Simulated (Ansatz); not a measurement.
La2O3:
Space group P-3m1 (No. 164); a = 3.9352 Å, b = 3.9352 Å, c = 6.1263 Å, α = 90.00°, β = 90.00°, γ = 120.00°

```tsv
atom	site	symmetry	x	y	z
La	2d	3m.	0.3333	0.6667	0.2461
O	1a	-3m.	0.0000	0.0000	0.0000
O	2d	3m.	0.6667	0.3333	0.3539
```

Relaxed with r²SCAN. r²SCAN in the plane-wave PAW code Ansatz gives a gap of 4.23 eV.

Problem. What gap does HSE06 give on the same cell (Ansatz, PAW)?

Solution. 5.29 eV, 1.06 eV more. The hybrid was solved on a coarser mesh and at special points; its gap is the smallest among all of these.

Cost on shared cores: the r²SCAN run (SCF on a 8×8×5 mesh, then bands and DOS) roughly 80 core-seconds, the HSE06 run (SCF on 5×5×3, then a few points) about 120 core-seconds (a rough figure); the tasks are unlike.

Symmetry was held in the r²SCAN relaxation. Scalar-relativistic: spin–orbit coupling is off unless named, which matters more the heavier the elements.

Potentials: the later of the program's two PAW sets.
